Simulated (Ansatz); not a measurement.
# LDA, PBE, PBEsol and r²SCAN on Ru

```
Ru
1.0
     2.70783    0.00000    0.00000
    -1.35391    2.34505    0.00000
     0.00000    0.00000    4.26810
Ru
2
Direct
  0.33333 0.66667 0.25000
  0.66667 0.33333 0.75000
```

Atom numbers follow the list: Ru1, Ru2.

Structure from Materials Project entry mp-33 (possibly hypothetical), not relaxed further.

One fixed cell is solved with several functionals by PAW (frozen-core files) in Ansatz 0.2.0, scalar-relativistically. A positive pressure means that the functional wants a larger cell.

The PAW files were made with PBE; their cores are remade for each functional.

Sampling and basis: a Γ-centred 14×14×8 k mesh, Fermi–Dirac smearing of 0.05 eV, cutoff 500 eV, no spin polarisation; the PAW files were made with PBE, and the program remakes their frozen cores for this functional.

Cutoffs: r²SCAN 500 eV, LDA 420 eV, PBEsol 420 eV, PBE 420 eV.

```tsv
setting	P (GPa)	lowest level at Γ above −25 eV, from the valence-band top or, without a gap, the Fermi level (eV)
r²SCAN	?	-8.33
LDA	-11.66	-8.05
PBEsol	?	-8.06
PBE	5.23	-7.99
```

Problem. Give the missing entry: row "PBEsol", column "P (GPa)".

Solution. -5.61.

Problem. Give the missing entry: row "r²SCAN", column "P (GPa)".

Solution. -1.36.
